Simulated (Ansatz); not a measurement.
P:
```cif
data_P8
_chemical_formula_sum 'P8'
_space_group_name_H-M_alt 'Cmce'
_space_group_IT_number 64
_space_group_name_Hall '-C 2ac 2'
_cell_length_a 3.31124
_cell_length_b 10.17213
_cell_length_c 4.12040
_cell_angle_alpha 90.000
_cell_angle_beta 90.000
_cell_angle_gamma 90.000
loop_
_atom_site_label
_atom_site_type_symbol
_atom_site_symmetry_multiplicity
_atom_site_Wyckoff_symbol
_atom_site_fract_x
_atom_site_fract_y
_atom_site_fract_z
_atom_site_occupancy
P1 P 8 f 0.00000 0.39354 0.42923 1
```
(The calculation used a cell of 4 atoms; values per cell refer to that cell.)

Relaxed at zero pressure with the program Ansatz at the LDA level (PAW).

Q: The volume is lowered by 9 % and shape and atoms relax at that volume. What pressure results, and how do the axes share the change?

A: 3.2 GPa; a 0.8 %, b -3.0 %, c -6.9 %; the energy rises by 14 meV/atom.

Q: Give the new structure.

A: 
Space group Cmce (No. 64); a = 3.3379 Å, b = 9.8677 Å, c = 3.8344 Å, α = 90.00°, β = 90.00°, γ = 90.00°

```csv
atom,site,symmetry,x,y,z
P,8f,m..,0.0000,0.3891,0.4419
```

The phase is kept; no other phase was compared at this pressure.

The LDA relaxation kept the symmetry of its start. A crystal of weakly bound layers computed without a dispersion correction: the cell and the soft elastic constants depend strongly on that.

Potentials: the later of the program's two PAW sets.
